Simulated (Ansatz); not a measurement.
Y2N:
```
CELL_PARAMETERS angstrom
      3.51085     0.00000     0.00000
     -1.75542     3.04048     0.00000
      0.00000     0.00000     5.97533
ATOMIC_POSITIONS crystal
  N  0.00000 0.00000 0.00000
  Y  0.33333 0.66667 0.22229
  Y  0.66667 0.33333 0.77771
```

Relaxed with PBE. Special points in fractions of this cell's reciprocal vectors: Γ (0.000, 0.000, 0.000); M (0.500, 0.000, 0.000); K (0.333, 0.333, 0.000); A (0.000, 0.000, 0.500); L (0.500, 0.000, 0.500); H (0.333, 0.333, 0.500).

**Question.** List the band energies nearest the Fermi level at these points for the program Ansatz at the PBE level (PAW).

**Answer.** In eV from the Fermi level; about four levels below and three above (degenerate sets whole), none deeper than 8.9 eV; points with the same levels are listed once.

```tsv
k	below	above
Γ	-4.60 -3.17 -3.17 -2.67	1.72 2.14 2.16 2.16
M	-3.19 -3.13 -1.00 -0.09	0.42 3.23 3.92
K	-3.66 -3.66 -3.07 -0.26	0.01 0.01 3.13 3.13
A	-4.92 -3.20 -3.20 -1.33	0.01 1.85 1.85
L	-4.39 -3.23 -3.07 -0.50	0.06 0.15 2.18
H	-3.79 -3.79 -3.11	0.48 0.49 0.49
```

Space group P-3m1 (anti-CdI2 type). A made-up cell: these elements were put on the sites of a structure type; neither database checked (COD, Materials Project) lists it. Its standing as an ambient phase is unchecked. The PBE relaxation kept the symmetry of its start; whether a distortion lowers the energy is not shown. No spin polarisation was allowed. With an odd number of electrons in the cell and no spin polarisation, the count alone makes it a metal. Scalar-relativistic: spin–orbit coupling is off unless named, which matters more the heavier the elements.

Potentials: the earlier of the program's two PAW sets.
